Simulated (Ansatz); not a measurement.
Ansatz input file:

```yaml
crystal:
  lattice:
    - [4.2648321257, 0.0, 0.0]
    - [-2.1324160628, 3.6934529637, 0.0]
    - [0.0, 0.0, 17.999105]
  atoms:
    - { symbol: Ge, position: [0.0, 0.0, 0.332252] }
    - { symbol: Ge, position: [0.0, 0.0, 0.667748] }
    - { symbol: Sb, position: [0.33333333, 0.66666667, 0.112658] }
    - { symbol: Sb, position: [0.66666667, 0.33333333, 0.887342] }
    - { symbol: Te, position: [0.0, 0.0, 0.0] }
    - { symbol: Te, position: [0.33333333, 0.66666667, 0.790108] }
    - { symbol: Te, position: [0.66666667, 0.33333333, 0.209892] }
    - { symbol: Te, position: [0.33333333, 0.66666667, 0.411045] }
    - { symbol: Te, position: [0.66666667, 0.33333333, 0.588955] }
basis:
  ecutwfc: 420
kpoints:
  mp_grid: { grid: [12, 12, 2] }
hamiltonian:
  xc: pbe
scf:
  occupations: { method: gaussian, width: 0.01 }
output:
  forces: true
  stress: true
  eigenvalues: true
  write_density: true
  write_potential: true
  elf: true
  volumetric_format: npy
relax:
  adjacent_minimum: "off"
  f_tol: 0.005
  max_steps: 80
  cell: { stress_tol: 0.05 }
```

Run as
```bash
ansatz run input.yaml --threads 2 --pin off --max-ram 5120MiB --backend cpu --events-out ev --progress --plain --runs-dir out
```

These are results of DFT PBE, scalar-relativistic, plane waves, PAW in Ansatz, not measurements.

Abridged output (iterations and final results):

```
SCF iter   1: F=—  HF=-56459.574980 eV  |F-HF|=—  |Δ(HF+E_count)|=         —  Δρ=2.32e-3  dr2=1.42e-1  ethr=1.77e-3  ⟨swp⟩=6.4  Hψ=12051  notcnv=0  defer=12
SCF iter   2: F=—  HF=-56459.568988 eV  |F-HF|=—  |Δ(HF+E_count)|=   5.99e-3  Δρ=2.06e-3  dr2=2.30e-1  ethr=1.03e-4  ⟨swp⟩=2.5  Hψ=4495  notcnv=0  defer=310
SCF iter   3: F=—  HF=-56459.567521 eV  |F-HF|=—  |Δ(HF+E_count)|=   1.47e-3  Δρ=1.95e-3  dr2=1.15e-1  ethr=1.03e-4  ⟨swp⟩=3.1  Hψ=3875  notcnv=0  defer=310
SCF iter   4: F=—  HF=-56459.557378 eV  |F-HF|=—  |Δ(HF+E_count)|=   1.01e-2  Δρ=5.24e-4  dr2=4.30e-3  ethr=8.34e-5  ⟨swp⟩=2.6  Hψ=3374  notcnv=0  defer=310
SCF iter   5: F=—  HF=-56459.556775 eV  |F-HF|=—  |Δ(HF+E_count)|=   6.03e-4  Δρ=1.33e-4  dr2=3.17e-4  ethr=3.11e-6  ⟨swp⟩=2.0  Hψ=3743  notcnv=0  defer=310
SCF iter   6: F=—  HF=-56459.556733 eV  |F-HF|=—  |Δ(HF+E_count)|=   4.11e-5  Δρ=4.04e-5  dr2=2.22e-5  ethr=2.30e-7  ⟨swp⟩=2.0  Hψ=3494  notcnv=0  defer=310
SCF iter   7: F=—  HF=-56459.556510 eV  |F-HF|=—  |Δ(HF+E_count)|=   2.24e-4  Δρ=1.30e-5  dr2=1.94e-6  ethr=1.61e-8  ⟨swp⟩=2.0  Hψ=4137  notcnv=0  defer=310
SCF iter   8: F=—  HF=-56459.556510 eV  |F-HF|=—  |Δ(HF+E_count)|=   1.87e-7  Δρ=4.22e-6  dr2=1.05e-7  ethr=1.41e-9  ⟨swp⟩=2.0  Hψ=3845  notcnv=0  defer=310
SCF iter   9: F=-56459.556510 eV  HF=-56459.556510 eV  |F-HF|=1.36e-8  |Δ(HF+E_count)|=   7.93e-9  Δρ=1.51e-6  dr2=2.09e-8  ethr=7.25e-11  ⟨swp⟩=15.5  Hψ=24453  notcnv=0
SCF 1 converged in 9 iterations: F = -56459.556510 eV  dr2 = 2.09e-8
relax step   1: F+E_penalty+E_count = -56459.55650991 eV  Δ(F+E_penalty+E_count) = +0.000e0 eV  max|allowed force component| = 3.929e-2 eV/Å  Δτ_max = 0.0000 Å  P = -0.004 GPa  Ω = 283.521 Å³  (9 SCF iters, dr2 threshold 1.00e-7 eV, accepted)
Crystal: 9 atoms, lattice volume = 284.201 Å³
Basis set: ecut = 420 eV, 5563 PW (Γ), exchange–correlation on 60×60×250 points (8 copies of the dense FFT grid, shifted against one another)
Initial density: handed on by an earlier stage of this run
Initial wavefunctions: those handed on with the density
SCF iter   1: F=—  HF=-56459.556805 eV  |F-HF|=—  |Δ(HF+E_count)|=         —  Δρ=4.51e-4  dr2=5.91e-4  ethr=3.79e-7  ⟨swp⟩=3.7  Hψ=13836  notcnv=0  defer=1
SCF iter   2: F=—  HF=-56459.556848 eV  |F-HF|=—  |Δ(HF+E_count)|=   4.35e-5  Δρ=2.04e-4  dr2=4.63e-4  ethr=3.79e-7  ⟨swp⟩=2.0  Hψ=6288  notcnv=0
SCF iter   3: F=—  HF=-56459.556773 eV  |F-HF|=—  |Δ(HF+E_count)|=   7.48e-5  Δρ=7.07e-5  dr2=1.13e-4  ethr=3.35e-7  ⟨swp⟩=2.0  Hψ=5239  notcnv=0
SCF iter   4: F=—  HF=-56459.556759 eV  |F-HF|=—  |Δ(HF+E_count)|=   1.37e-5  Δρ=3.34e-5  dr2=1.06e-5  ethr=8.16e-8  ⟨swp⟩=1.5  Hψ=3318  notcnv=0
SCF iter   5: F=—  HF=-56459.556506 eV  |F-HF|=—  |Δ(HF+E_count)|=   2.53e-4  Δρ=7.86e-6  dr2=4.28e-7  ethr=7.69e-9  ⟨swp⟩=2.3  Hψ=4279  notcnv=0
SCF iter   6: F=-56459.556506 eV  HF=-56459.556506 eV  |F-HF|=2.03e-8  |Δ(HF+E_count)|=   7.19e-8  Δρ=2.05e-6  dr2=3.04e-8  ethr=6.99e-11  ⟨swp⟩=10.4  Hψ=21721  notcnv=0
SCF 2 converged in 6 iterations: F = -56459.556506 eV  dr2 = 3.04e-8
relax step   2: F+E_penalty+E_count = -56459.55650626 eV  Δ(F+E_penalty+E_count) = +3.652e-6 eV  max|allowed force component| = 3.206e-2 eV/Å  Δτ_max = 0.0185 Å  P = +0.074 GPa  Ω = 284.201 Å³  energy of the carried Pulay correction = -1.089e-4 eV  (6 SCF iters, dr2 threshold 9.65e-8 eV, accepted)
Crystal: 9 atoms, lattice volume = 284.083 Å³
SCF iter   1: F=—  HF=-56459.557347 eV  |F-HF|=—  |Δ(HF+E_count)|=         —  Δρ=3.81e-4  dr2=2.46e-4  ethr=1.63e-7  ⟨swp⟩=3.0  Hψ=15687  notcnv=0
SCF iter   2: F=—  HF=-56459.557375 eV  |F-HF|=—  |Δ(HF+E_count)|=   2.84e-5  Δρ=1.44e-4  dr2=9.43e-5  ethr=1.63e-7  ⟨swp⟩=2.5  Hψ=5760  notcnv=0
SCF iter   3: F=—  HF=-56459.557279 eV  |F-HF|=—  |Δ(HF+E_count)|=   9.66e-5  Δρ=5.04e-5  dr2=1.56e-5  ethr=6.83e-8  ⟨swp⟩=2.0  Hψ=5776  notcnv=0
SCF iter   4: F=—  HF=-56459.557112 eV  |F-HF|=—  |Δ(HF+E_count)|=   1.67e-4  Δρ=1.31e-5  dr2=2.15e-6  ethr=1.13e-8  ⟨swp⟩=2.0  Hψ=5618  notcnv=0
SCF iter   5: F=—  HF=-56459.557111 eV  |F-HF|=—  |Δ(HF+E_count)|=   3.14e-7  Δρ=3.86e-6  dr2=2.90e-7  ethr=1.56e-9  ⟨swp⟩=2.1  Hψ=3810  notcnv=0
SCF iter   6: F=-56459.557111 eV  HF=-56459.557111 eV  |F-HF|=1.70e-8  |Δ(HF+E_count)|=   1.96e-8  Δρ=1.27e-6  dr2=2.15e-8  ethr=5.02e-11  ⟨swp⟩=9.7  Hψ=19638  notcnv=0
SCF 3 converged in 6 iterations: F = -56459.557111 eV  dr2 = 2.15e-8
relax step   3: F+E_penalty+E_count = -56459.55711132 eV  Δ(F+E_penalty+E_count) = -6.051e-4 eV  max|allowed force component| = 5.957e-3 eV/Å  Δτ_max = 0.0165 Å  P = +0.010 GPa  Ω = 284.083 Å³  energy of the carried Pulay correction = -8.998e-5 eV  (6 SCF iters, dr2 threshold 6.93e-8 eV, accepted)
Crystal: 9 atoms, lattice volume = 284.148 Å³
SCF iter   1: F=—  HF=-56459.557379 eV  |F-HF|=—  |Δ(HF+E_count)|=         —  Δρ=9.63e-5  dr2=1.75e-5  ethr=1.21e-8  ⟨swp⟩=3.0  Hψ=12693  notcnv=0
SCF iter   2: F=—  HF=-56459.557322 eV  |F-HF|=—  |Δ(HF+E_count)|=   5.76e-5  Δρ=2.73e-5  dr2=9.06e-6  ethr=1.21e-8  ⟨swp⟩=2.0  Hψ=5206  notcnv=0
SCF iter   3: F=—  HF=-56459.557154 eV  |F-HF|=—  |Δ(HF+E_count)|=   1.67e-4  Δρ=1.29e-5  dr2=2.67e-6  ethr=6.56e-9  ⟨swp⟩=2.4  Hψ=5006  notcnv=0
SCF iter   4: F=—  HF=-56459.557154 eV  |F-HF|=—  |Δ(HF+E_count)|=   3.61e-7  Δρ=4.02e-6  dr2=3.02e-7  ethr=1.94e-9  ⟨swp⟩=2.0  Hψ=3503  notcnv=0
SCF iter   5: F=—  HF=-56459.557154 eV  |F-HF|=—  |Δ(HF+E_count)|=   5.06e-8  Δρ=1.08e-6  dr2=6.42e-9  ethr=2.19e-10  ⟨swp⟩=2.0  Hψ=3665  notcnv=0
SCF iter   6: F=-56459.557154 eV  HF=-56459.557154 eV  |F-HF|=1.28e-9  |Δ(HF+E_count)|=   1.26e-9  Δρ=3.46e-7  dr2=1.56e-9  ethr=1.61e-12  ⟨swp⟩=8.9  Hψ=17955  notcnv=0
SCF 4 converged in 6 iterations: F = -56459.557154 eV  dr2 = 1.56e-9
relax step   4: F+E_penalty+E_count = -56459.55715399 eV  Δ(F+E_penalty+E_count) = -4.267e-5 eV  max|allowed force component| = 2.937e-3 eV/Å  Δτ_max = 0.0038 Å  P = +0.002 GPa  Ω = 284.148 Å³  energy of the carried Pulay correction = -1.004e-4 eV  (6 SCF iters, dr2 threshold 2.22e-9 eV, accepted)
Initial wavefunctions: pseudopotential atomic-orbital guess (no wavefunctions were taken with the density)
SCF iter   1: F=—  HF=-56459.555839 eV  |F-HF|=—  |Δ(HF+E_count)|=         —  Δρ=1.51e-4  dr2=1.50e-6  ethr=9.71e-7  ⟨swp⟩=4.2  Hψ=19927  notcnv=0
SCF iter   2: F=—  HF=-56459.557248 eV  |F-HF|=—  |Δ(HF+E_count)|=   1.41e-3  Δρ=7.36e-6  dr2=6.78e-7  ethr=1.09e-9  ⟨swp⟩=3.5  Hψ=6461  notcnv=0
SCF iter   3: F=—  HF=-56459.557248 eV  |F-HF|=—  |Δ(HF+E_count)|=   1.72e-7  Δρ=5.79e-6  dr2=8.29e-7  ethr=4.91e-10  ⟨swp⟩=2.0  Hψ=5055  notcnv=0
SCF iter   4: F=—  HF=-56459.557248 eV  |F-HF|=—  |Δ(HF+E_count)|=   2.11e-7  Δρ=1.53e-6  dr2=2.39e-8  ethr=4.91e-10  ⟨swp⟩=2.0  Hψ=3482  notcnv=0
SCF iter   5: F=—  HF=-56459.557248 eV  |F-HF|=—  |Δ(HF+E_count)|=   2.28e-9  Δρ=5.66e-7  dr2=5.73e-9  ethr=1.73e-11  ⟨swp⟩=2.0  Hψ=4826  notcnv=0
SCF iter   6: F=—  HF=-56459.557248 eV  |F-HF|=—  |Δ(HF+E_count)|=  9.46e-11  Δρ=2.46e-7  dr2=1.79e-9  ethr=4.15e-12  ⟨swp⟩=2.0  Hψ=3615  notcnv=0
SCF iter   7: F=-56459.557248 eV  HF=-56459.557248 eV  |F-HF|=2.18e-11  |Δ(HF+E_count)|=  1.16e-10  Δρ=6.83e-8  dr2=3.38e-11  ethr=1.00e-12  ⟨swp⟩=5.9  Hψ=15282  notcnv=0
SCF 5 converged in 7 iterations: F = -56459.557248 eV  dr2 = 3.38e-11
SCF converged after 7 iterations
Free energy (F): -56459.557248 eV
Harris-Foulkes:  -56459.557248 eV  (|F-HF|=2.18e-11)
Internal energy: -56459.557227 eV  (E = F + TS)
E sigma→0 (E₀):  -56459.557237 eV
Entropy (-TS):   -0.000021 eV (-0.002 meV/atom)
Fermi energy:    8.816050 eV
--- Per-component energies (eV) ---
  E_band       = -2010.695999
  E_kinetic    = 1529.835948
  E_local      = -14993.042949  (includes V_loc(G=0)·N_el)
  E_nonlocal   = -0.635948
  E_hartree    = 7891.666308
  E_xc         = -1046.603781
  E_vxc        = -837.854905  (∫ρ·V_xc dr)
  E_paw        = -36489.926832  (= ΣΔE_a)
  E_vpaw       = -3492.330289  (= ΣTr[D̂ρ^β])
  E_aug_tail   = -0.000311  (compensation charges beyond the density's cutoff)
  E_ewald      = -13350.849662
  E_smearing   = -0.000021  (= −TS)
--- Forces (eV/Å), atoms counted from 1 ---
  atom   1  Ge     0.00000000     0.00000000     0.00176349
  atom   2  Ge     0.00000000     0.00000000    -0.00176349
  atom   3  Sb     0.00000000     0.00000000     0.00028462
  atom   4  Sb     0.00000000     0.00000000    -0.00028462
  atom   5  Te     0.00000000     0.00000000     0.00000000
  atom   6  Te     0.00000000     0.00000000     0.00293520
  atom   7  Te     0.00000000     0.00000000    -0.00293520
  atom   8  Te     0.00000000     0.00000000    -0.00045754
  atom   9  Te     0.00000000     0.00000000     0.00045754
--- Stress (GPa, compression-positive) ---
       -0.002534       0.000000       0.000000
        0.000000      -0.002534       0.000000
        0.000000       0.000000       0.010614
  P = ⅓ Tr σ = 0.0018 GPa (0.018 kbar)
--- Band table (eV; the first three rows and the last of 38) ---
  k-point 0: bands = ["-28.6099", "-28.6099", "-28.6099", "-28.6099", "-28.6078", "-28.6078", "-28.6078", "-28.6078", "-28.6075", "-28.6075", "-28.3813", "-28.3700", "-28.3700", "-28.3340", "-28.3340", "-28.1187", "-28.1187", "-28.1186", "-28.1186", "-28.0871", "-28.0871", "-28.0859", "-28.0859", "-28.0759", "-28.0757", "-21.1174", "-21.1174", "-21.1171", "-21.1171", "-21.1158", "-21.1154", "-21.1128", "-21.1128", "-21.1127", "-21.1127", "-16.0884", "-16.0884", "-16.0884", "-16.0884", "-16.0769", "-16.0769", "-16.0769", "-16.0769", "-16.0728", "-16.0728", "-4.6288", "-4.2437", "-3.6445", "-3.2246", "-3.0037", "-0.4532", "0.7198", "2.2370", "2.3374", "5.9256", "6.5016", "6.5016", "6.6469", "6 ...
  k-point 1: bands = ["-28.6099", "-28.6099", "-28.6099", "-28.6099", "-28.6078", "-28.6078", "-28.6078", "-28.6078", "-28.6075", "-28.6075", "-28.3813", "-28.3700", "-28.3700", "-28.3339", "-28.3339", "-28.1187", "-28.1187", "-28.1186", "-28.1186", "-28.0871", "-28.0871", "-28.0859", "-28.0859", "-28.0759", "-28.0757", "-21.1174", "-21.1174", "-21.1171", "-21.1171", "-21.1158", "-21.1154", "-21.1128", "-21.1128", "-21.1127", "-21.1127", "-16.0884", "-16.0884", "-16.0884", "-16.0884", "-16.0769", "-16.0769", "-16.0769", "-16.0769", "-16.0728", "-16.0728", "-4.6259", "-4.2591", "-3.4743", "-3.4717", "-2.9061", "-0.4981", "0.8405", "1.8894", "2.6207", "5.8125", "6.5017", "6.5017", "6.6468", "6 ...
  k-point 2: bands = ["-28.6099", "-28.6099", "-28.6098", "-28.6098", "-28.6078", "-28.6078", "-28.6078", "-28.6078", "-28.6074", "-28.6074", "-28.3813", "-28.3701", "-28.3701", "-28.3339", "-28.3338", "-28.1187", "-28.1186", "-28.1186", "-28.1185", "-28.0871", "-28.0871", "-28.0859", "-28.0859", "-28.0758", "-28.0757", "-21.1175", "-21.1172", "-21.1171", "-21.1168", "-21.1156", "-21.1153", "-21.1131", "-21.1129", "-21.1128", "-21.1127", "-16.0885", "-16.0885", "-16.0882", "-16.0882", "-16.0770", "-16.0770", "-16.0770", "-16.0769", "-16.0727", "-16.0727", "-4.5664", "-4.1850", "-3.5891", "-3.1723", "-2.9648", "-0.4407", "0.6978", "2.1334", "2.2580", "5.6548", "6.0002", "6.1582", "6.2745", "6 ...
  k-point 37: bands = ["-28.6094", "-28.6094", "-28.6093", "-28.6093", "-28.6077", "-28.6077", "-28.6076", "-28.6076", "-28.6065", "-28.6065", "-28.3804", "-28.3704", "-28.3704", "-28.3329", "-28.3329", "-28.1179", "-28.1176", "-28.1175", "-28.1175", "-28.0878", "-28.0869", "-28.0869", "-28.0860", "-28.0748", "-28.0748", "-21.1165", "-21.1165", "-21.1156", "-21.1148", "-21.1143", "-21.1141", "-21.1141", "-21.1139", "-21.1128", "-21.1128", "-16.0893", "-16.0893", "-16.0869", "-16.0869", "-16.0778", "-16.0778", "-16.0778", "-16.0778", "-16.0711", "-16.0711", "-2.6404", "-2.6404", "-2.4653", "-2.0783", "-2.0783", "-1.1106", "-1.1106", "0.3241", "0.3617", "3.4045", "3.7029", "3.7029", "4.2403",  ...
--- Relaxed structure (4 steps of the walk, 4 accepted, 1 SCFs on fresh bases) ---
  F+E_penalty+E_count = -56459.55724793 eV   max|allowed force component| = 2.935e-3 eV/Å   (the final SCF, on the basis selected at the relaxed cell)
  cell:  # Å, volume = 284.1479 Å³
    - [4.26793304, 0.0, 0.0]
    - [-2.13396652, 3.69613843, 0.0]
    - [0.0, 0.0, 18.01268920]
  atoms:
    - { symbol: Ge, position: [0.0, 0.0, 0.33268474] }
    - { symbol: Ge, position: [0.0, 0.0, 0.66731525] }
    - { symbol: Sb, position: [0.33333333, 0.66666666, 0.11238820] }
    - { symbol: Sb, position: [0.66666666, 0.33333333, 0.88761179] }
    - { symbol: Te, position: [0.0, 0.0, 0.0] }
    - { symbol: Te, position: [0.33333333, 0.66666666, 0.79083704] }
    - { symbol: Te, position: [0.66666666, 0.33333333, 0.20916295] }
    - { symbol: Te, position: [0.33333333, 0.66666666, 0.41112005] }
    - { symbol: Te, position: [0.66666666, 0.33333333, 0.58887994] }
```

The relaxation met its thresholds.

It took 3 min on 2 threads of Arm Neoverse V1 (shared host), peak memory 1 GiB.

The cell holds layers, and where no dispersion correction was added their binding is poorly described.